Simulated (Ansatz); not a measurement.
Li2ClF, ordered on the rocksalt lattice (P4/mmm) with 4 atoms a cell, relaxed with r2SCAN: 5 runs in the PAW code Ansatz, each a calculation of independent-particle optics. The symmetry is P4/mmm (No. 123, tetragonal); a = 3.343 Å, c = 4.601 Å in the conventional setting, 12.86 Å³ an atom. F is surrounded by 6 Li at 2.30–2.36 Å; Li is surrounded by 2 F at 2.30 Å and 4 Cl at 2.36 Å; Cl is surrounded by 6 Li at 2.30–2.36 Å; Li is surrounded by 2 Cl at 2.30 Å and 4 F at 2.36 Å. (Calculated; spin-unpolarised; the phase may be known or hypothetical.)

```xyz
4
Lattice="3.3431 0.0000 0.0000 0.0000 3.3431 0.0000 0.0000 0.0000 4.6013" Properties=species:S:1:pos:R:3 pbc="T T T"
F     0.0000    0.0000    0.0000
Li    0.0000    0.0000    2.3006
Cl    1.6716    1.6716    2.3006
Li    1.6716    1.6716    0.0000
```

On meshes this coarse, single peaks can be features of the mesh. No local fields, no excitons; the zone sum runs over the cells of the mesh, and ε∞ includes the bands left out of the spectrum. Up to four peaks are listed, those above 15 % of the tallest and inside the complete range; the four can differ from row to row. Rows marked drawn have settings drawn at random (some not listed).

```
functional  k mesh  broadening (eV)    scissors (eV)  range (eV)  settings  direct gap on the mesh before scissors (eV)  ε∞ xx  ε∞ yy  ε∞ zz  complete up to (eV)  tallest peaks of mean ε₂ (eV)
       PBE   6×6×4              0.1             0.00        0–23    chosen                                         6.59   2.78   2.78   2.72                 23.0        11.15 11.90 12.35 12.80
    r2SCAN   6×6×4              0.1             0.00        0–23    chosen                                         7.31   2.60   2.60   2.54                 23.0        11.85 12.15 12.70 13.25
       PBE   6×6×4              0.1  1.47 (to HSE06)        0–23    chosen                                         6.59   2.58   2.58   2.52                 23.0        12.60 13.35 13.80 14.25
    PBEsol   4×4×4             0.15             2.50        2–15     drawn                                         6.40   2.50   2.50   2.45                 15.0                    11.20 13.60
    r2SCAN   4×4×4              0.4             0.00      0.5–30     drawn                                         7.31   2.60   2.60   2.54                 30.0                          12.50
```
